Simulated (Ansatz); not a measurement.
A trial structure of TiRuC₄N₄ was built thus: two interpenetrating cyanide-bridged diamond nets (P-43m, No. 215). The dimensions are guesses.

```yaml
crystal:
  lattice:
    - [5.88435, 0.00000, 0.00000]
    - [0.00000, 5.88435, 0.00000]
    - [0.00000, 0.00000, 5.88435]
  atoms:
    - { symbol: Ti, position: [0.50000, 0.50000, 0.50000] }
    - { symbol: Ru, position: [0.00000, 0.00000, 0.00000] }
    - { symbol: C, position: [0.18603, 0.18603, 0.18603] }
    - { symbol: C, position: [0.18603, 0.81397, 0.81397] }
    - { symbol: C, position: [0.81397, 0.18603, 0.81397] }
    - { symbol: C, position: [0.81397, 0.81397, 0.18603] }
    - { symbol: N, position: [0.30082, 0.30082, 0.30082] }
    - { symbol: N, position: [0.30082, 0.69918, 0.69918] }
    - { symbol: N, position: [0.69918, 0.30082, 0.69918] }
    - { symbol: N, position: [0.69918, 0.69918, 0.30082] }
```

Level of theory: DFT PBE, scalar-relativistic, plane waves, PAW (Ansatz 0.2.0). Cutoff 420 eV, Gaussian smearing, Γ-centred meshes. Cell and atoms relax first on a coarse mesh and then on a finer one. In between, the cell is made exact in the group found at 0.06 Å. In metals the finer mesh still leaves noise of several meV/atom or more. The steps can't lower the symmetry of their start. Collinear spin, starting moments Ti -1.0; Ru -1.0 μB.

A guess keeps its type if space group and coordination stay and the shape of the cell changes little (axis ratios within about 15 %, angles within 6°); the volume may change.

Problem. Does this structure survive the relaxation?

Solution. It keeps its type. The symmetry stays P-43m (No. 215). The volume per atom shrinks by 2.5 %, from 20.4 to 19.9 Å³. The shortest distance goes from 1.17 Å (C–N) to 1.20 Å (C–N). Counting neighbours within 15 % of an atom's shortest distance, the start has C 1, N 1, Ru 4, Ti 4 and the end C 1, N 1, Ru 4, Ti 4.

The last run used collinear spin, a 6×6×6 mesh for its 10-atom cell and Gaussian smearing of 0.10 eV. Another magnetic order may lie lower. A structure relaxed within its symmetry needn't be a true minimum. Another cell of TiRuC4N4 relaxed alike but without spin, in Cmm2, lies 195 meV/atom lower, so this cell isn't the stable form at this level.
